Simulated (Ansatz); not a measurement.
Data:

Al2O3:
```
CELL_PARAMETERS angstrom
      4.83492    -2.75525     0.00000
      4.83492     2.75525     0.00000
      0.00000     0.00000     4.92958
ATOMIC_POSITIONS crystal
  Al 0.99259 0.67127 0.43170
  Al 0.00741 0.32873 0.93170
  Al 0.32873 0.00741 0.43170
  Al 0.67127 0.99259 0.93170
  O  0.78098 0.21902 0.98915
  O  0.21902 0.78098 0.48915
  O  0.89871 0.65905 0.08759
  O  0.10129 0.34095 0.58759
  O  0.34095 0.10129 0.08759
  O  0.65905 0.89871 0.58759
```

This is the r²SCAN-relaxed structure. x, y and z are the axes in which the lattice vectors are written.

Question: All from DFT-r²SCAN in the program Ansatz with PAW potentials, unless another level is named. Predict the electronic dielectric constant ε∞ (DFPT).

Answer: 2.43 (xx), 2.41 (yy), 2.48 (zz).

Question: And the Bader charges?

Answer: Al +2.57, O -1.73 to -1.69 e.

Question: Give the Born charges (a third of the trace).

Answer: Al +2.61, O -1.78 to -1.68 e.

Space group Cmc2_1. The workflow started from a Materials Project entry (that database holds measured and hypothetical structures alike); the Crystallography Open Database copy checked does not list it. It is not the phase usual at ambient conditions (space group No. 167). Symmetry was held in the r²SCAN relaxation; whether a distortion lowers the energy is not shown.

Potentials: the later of the program's two PAW sets.
